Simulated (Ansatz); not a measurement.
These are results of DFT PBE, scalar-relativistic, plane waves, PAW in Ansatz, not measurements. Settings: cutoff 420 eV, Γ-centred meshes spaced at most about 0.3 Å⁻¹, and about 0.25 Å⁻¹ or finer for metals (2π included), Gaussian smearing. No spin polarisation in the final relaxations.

All energies are static (0 K, no zero-point motion). All come from trial cells, and lower structures may exist.

Question: These unrelaxed guesses for Ti2W are each relaxed within their symmetry. Order them by the energy at which they end, lowest first.
A.

```cif
data_structure
_symmetry_space_group_name_H-M 'P-6m2'
_symmetry_Int_Tables_number 187
_cell_length_a 2.8013
_cell_length_b 2.8013
_cell_length_c 13.4964
_cell_angle_alpha 90.000
_cell_angle_beta 90.000
_cell_angle_gamma 120.000
_cell_volume 91.72
loop_
_atom_site_label
_atom_site_type_symbol
_atom_site_symmetry_multiplicity
_atom_site_Wyckoff_symbol
_atom_site_fract_x
_atom_site_fract_y
_atom_site_fract_z
_atom_site_occupancy
Ti1 Ti 1 b 0.00000 0.00000 0.50000 1
Ti2 Ti 1 c 0.33333 0.66667 0.00000 1
Ti3 Ti 2 h 0.33333 0.66667 0.33333 1
W1 W 2 g 0.00000 0.00000 0.83333 1
```

B.

```cif
data_structure
_symmetry_space_group_name_H-M 'Fmmm'
_symmetry_Int_Tables_number 69
_cell_length_a 3.1269
_cell_length_b 4.4221
_cell_length_c 13.2662
_cell_angle_alpha 90.000
_cell_angle_beta 90.000
_cell_angle_gamma 90.000
_cell_volume 183.44
loop_
_atom_site_label
_atom_site_type_symbol
_atom_site_symmetry_multiplicity
_atom_site_Wyckoff_symbol
_atom_site_fract_x
_atom_site_fract_y
_atom_site_fract_z
_atom_site_occupancy
Ti1 Ti 8 i 0.50000 0.00000 0.16667 1
W1 W 4 a 0.00000 0.00000 0.00000 1
```

Answer: B (ends in Fmmm, 0 meV/atom), A (ends in P-6m2, 168 meV/atom). Even the lowest end lies +0.04 eV/atom against the elements.

These runs have no spin–orbit coupling, which can matter for W. A magnetic state wasn't ruled out in cells without spin, among them Fmmm. Cells relaxed within their symmetry can be saddle points. Some structure types and database cells were kept out of the candidates from the start, so a known form may be missing.
